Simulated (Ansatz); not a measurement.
**Li started at a second open point in cubic perovskite CsSnBr3, 41 atoms, charge +1**

Computed with DFT, PBEsol, PAW, plane waves in Ansatz 0.2.0.

Command:

```sh
ansatz run in.yaml --threads 8 --pin off --max-ram 118750MiB --runs-dir r --events-out ev --progress --plain --backend cuda --devices 0,
```

The input less its lattice and atoms:

```yaml
crystal:
  symmetry: { detect: false }
kpoints:
  mp_grid: { grid: [1, 1, 1], shift: [0.25, 0.25, 0.25] }
hamiltonian:
  xc: pbesol
total_charge: 1
scf:
  occupations: { method: fermi_dirac, width: 0.01 }
relax:
  f_tol: 0.03
  max_steps: 80
  escape_saddle: false
  adjacent_minimum: "off"
output:
  forces: true
  eigenvalues: true
  populations: true
  charged_corrections: { epsilon: 30 }
```

Start:

```
Cs Sn Br Li
1.0
    11.50000    0.00000    0.00000
     0.00000   11.50000    0.00000
     0.00000    0.00000   11.50000
Cs Sn Br Li
8 8 24 1
Direct
  0.99880 0.00270 0.99974
  0.00031 0.00429 0.50258
  0.99587 0.49870 0.00256
  0.99860 0.49830 0.50007
  0.50133 0.99947 0.99786
  0.50125 0.99715 0.50045
  0.49906 0.49956 0.99972
  0.50150 0.49935 0.50005
  0.24949 0.25424 0.24879
  0.24813 0.24844 0.74844
  0.24973 0.75044 0.25093
  0.24705 0.74974 0.74802
  0.74867 0.25003 0.25156
  0.75166 0.25196 0.75099
  0.74930 0.75020 0.24719
  0.74613 0.75000 0.74741
  0.25188 0.24764 0.99946
  0.25087 0.25064 0.50104
  0.24926 0.74765 0.99720
  0.25194 0.75198 0.50072
  0.75041 0.24811 0.00034
  0.75086 0.25339 0.50239
  0.74706 0.74901 0.00207
  0.75048 0.74888 0.50055
  0.00207 0.24674 0.25118
  0.99717 0.24739 0.75422
  0.99777 0.75009 0.25384
  0.00028 0.74862 0.74823
  0.49900 0.24949 0.24738
  0.49802 0.24886 0.74989
  0.49664 0.75057 0.24715
  0.50060 0.74683 0.75214
  0.24738 0.00016 0.24939
  0.24673 0.99862 0.74930
  0.24730 0.50159 0.24824
  0.25160 0.50051 0.74800
  0.75052 0.99731 0.24971
  0.74646 0.99982 0.74942
  0.74841 0.50330 0.24907
  0.74822 0.49748 0.75127
  0.24940 0.49752 0.50237
```

Steps:

```json
{"step": "start", "energy less the first (eV)": "0.000", "largest force component (eV/Å)": "0.835"}
{"step": "1", "energy less the first (eV)": "-0.634", "largest force component (eV/Å)": "0.502"}
{"step": "2", "energy less the first (eV)": "-0.873", "largest force component (eV/Å)": "0.224"}
{"step": "3", "energy less the first (eV)": "-0.932", "largest force component (eV/Å)": "0.053"}
{"step": "4", "energy less the first (eV)": "-0.936", "largest force component (eV/Å)": "0.024"}
```

A structure on the way, about -0.87 eV from the start:

```xyz
41
Lattice="11.5000 0.0000 0.0000 0.0000 11.5000 0.0000 0.0000 0.0000 11.5000" Properties=species:S:1:pos:R:3 pbc="T T T"
Cs   11.4587    0.0293    0.0030
Cs   11.4620    0.0334    5.7674
Cs   11.4145    5.7427    0.0306
Cs   11.0942    5.7550    5.7380
Cs    5.7929   11.4933   11.4826
Cs    5.7996   11.4664    5.7536
Cs    5.7798    5.7529   11.4982
Cs    6.1472    5.7501    5.7517
Sn    2.8684    2.8512    2.8324
Sn    2.8725    2.8394    8.6458
Sn    2.8652    8.6630    2.8425
Sn    2.8503    8.6512    8.6529
Sn    8.6154    2.8646    2.8715
Sn    8.6196    2.8704    8.6416
Sn    8.6172    8.6348    2.8511
Sn    8.6016    8.6349    8.6191
Br    2.8858    2.9006   11.4959
Br    2.8712    3.1271    5.7445
Br    2.8552    8.5617   11.4914
Br    2.8990    8.3803    5.7449
Br    8.6285    2.8642    0.0091
Br    8.6310    2.9108    5.7578
Br    8.6118    8.6146    0.0110
Br    8.6101    8.5983    5.7629
Br    0.0098    2.8693    2.8969
Br   11.4887    2.8665    8.6438
Br   11.4830    8.6054    2.9152
Br    0.0113    8.5967    8.5983
Br    5.7445    2.8861    2.8774
Br    5.7227    2.8720    8.6113
Br    5.7188    8.6175    2.8690
Br    5.7446    8.5903    8.6282
Br    2.8526    0.0019    2.9099
Br    2.8464   11.4949    8.5734
Br    2.8454    5.7498    3.1185
Br    2.8757    5.7498    8.3552
Br    8.6201    0.0015    2.8878
Br    8.5890   11.4866    8.6074
Br    8.6120    5.7493    2.8788
Br    8.6137    5.7356    8.6260
Li    2.8681    5.7347    5.7641
```

End:

```xyz
41
Lattice="11.5000 0.0000 0.0000 0.0000 11.5000 0.0000 0.0000 0.0000 11.5000" Properties=species:S:1:pos:R:3 pbc="T T T"
Cs   11.4386    0.0262    0.0030
Cs   11.3989    0.0237    5.7580
Cs   11.3629    5.7484    0.0221
Cs   10.9099    5.7583    5.7336
Cs    5.8137   11.4965   11.4910
Cs    5.8548   11.4701    5.7536
Cs    5.8405    5.7572   11.4998
Cs    6.3197    5.7526    5.7611
Sn    2.8604    2.8437    2.8445
Sn    2.8704    2.8586    8.6332
Sn    2.8652    8.6324    2.8617
Sn    2.8647    8.6459    8.6510
Sn    8.6075    2.8523    2.8560
Sn    8.6182    2.8562    8.6433
Sn    8.6167    8.6439    2.8519
Sn    8.6183    8.6445    8.6412
Br    2.8729    2.9764   11.4936
Br    2.8556    3.1350    5.7421
Br    2.8527    8.4986    0.0025
Br    2.9044    8.3493    5.7541
Br    8.6183    2.8635    0.0020
Br    8.6210    2.8650    5.7516
Br    8.6316    8.6277    0.0081
Br    8.6046    8.6352    5.7592
Br   11.4899    2.8743    2.8789
Br   11.4865    2.8707    8.6244
Br   11.4822    8.6031    2.9082
Br    0.0062    8.6097    8.6013
Br    5.7393    2.8827    2.8860
Br    5.7368    2.8762    8.6123
Br    5.7337    8.6096    2.8726
Br    5.7545    8.6096    8.6376
Br    2.8567   11.4906    2.9792
Br    2.8612   11.4980    8.5069
Br    2.8447    5.7389    3.1409
Br    2.8726    5.7533    8.3448
Br    8.6112   11.4989    2.8906
Br    8.6062   11.4917    8.6106
Br    8.6080    5.7482    2.8500
Br    8.6203    5.7411    8.6509
Li    2.8665    5.7407    5.7471
```

The run converged.

Time: 6.5 s of wall time on one NVIDIA GB300 with 8 processor threads, on a host shared with other runs; peak host memory 2.1 GiB.

(1) How much energy did the relaxation gain, and which atom moved most?

The one k point has no symmetry partners, which can distort the end along one axis.

Answers

(1) 0.94 eV in 4 steps, from a start with small random displacements (neighbours that lie too close to an added atom are first pushed off) (the gain also holds any tilting of the ideal host); atom 4 (Cs) moved 0.57 Å, the median atom 0.05 Å (drift of the whole cell removed).
